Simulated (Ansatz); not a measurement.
Starting cell, HfN (rock salt):

```yaml
crystal:
  lattice:
    - [0.00000, 4.52593, 4.52593]
    - [2.26297, 0.00000, 2.26297]
    - [2.26297, 2.26297, 0.00000]
  atoms:
    - { symbol: N, position: [0.00000, 0.00000, 0.00000] }
    - { symbol: N, position: [0.50000, 0.00000, 0.00000] }
    - { symbol: Hf, position: [0.25000, 0.50000, 0.50000] }
    - { symbol: Hf, position: [0.75000, 0.50000, 0.50000] }
```

In this cell atom 3 (Hf, nearest neighbour N at 2.263 Å; its periodic images, 3.2 Å or more away, move with it) is moved by s towards the nearest neighbour, unit vector (-1.000, 0.000, 0.000); all other atoms and the cell stay fixed.

Method: r2SCAN (plane waves to 500 eV, PAW, scalar-relativistic; Ansatz, a first-principles code). k mesh 7×14×14 (Γ-centred), Fermi-Dirac smearing 0.05 eV. Energies are smeared free energies. Stress and pressure are positive under compression. With partly filled bands, energies and forces of such displacements shift with the k mesh and the smearing. F∥ is the force on the atom along that direction. F⊥ is the part of the force across the line. HfN is run without spin polarisation. HfN was relaxed with its symmetry unable to fall. Spin-orbit coupling is left out, though Hf is heavy. The PAW data are Ansatz's earlier set. The zero of ΔE is the undisplaced structure.

| s (Å) | ΔE (meV/cell) | P (GPa) | F∥ (eV/Å) | |F⊥| (eV/Å) |
|---|---|---|---|---|
| -0.230 | 315 | 4.2 | 3.066 | 0.371 |
| -0.184 | 193 | 2.6 | 2.266 | 0.222 |
| -0.138 | 105 | 1.5 | 1.582 | 0.106 |
| -0.092 | 46 | 0.7 | 1.013 | 0.049 |
| -0.046 | 11 | 0.2 | 0.492 | 0.014 |
| 0.000 | 0 | 0.0 | 0.000 | 0.000 |
| 0.046 | 11 | 0.2 | -0.492 | 0.014 |
| 0.092 | 46 | 0.7 | -1.013 | 0.049 |
| 0.138 | 105 | 1.5 | -1.582 | 0.106 |
| 0.184 | 193 | 2.6 | -2.266 | 0.222 |
| 0.230 | 315 | 4.2 | -3.066 | 0.371 |

Summary:

```
Quantity                                                                                                                                              Value
--------------------------------------------------------  -------------------------------------------------------------------------------------------------
Energy at s = 0.230 Å                                                                                                                          315 meV/cell
Force along the line at s = -0.230 Å                                                                                                              3.07 eV/Å
Symmetry of the curve                                                                                                         even: the same for both signs
Shape of the curve                                                                           a single well with its minimum at or next to zero displacement
Force constant k = d²E/ds² at s = 0 (finite differences)                                                                                         10.6 eV/Å²
Harmonic estimate at the end of the scan                  ½ks² = 280 meV/cell against the computed 315 meV/cell, so the well is stiffer than harmonic there
```

(For displaced atoms, the force is minus the slope of the energy, and its curvature is a force constant, which sets phonon frequencies.)
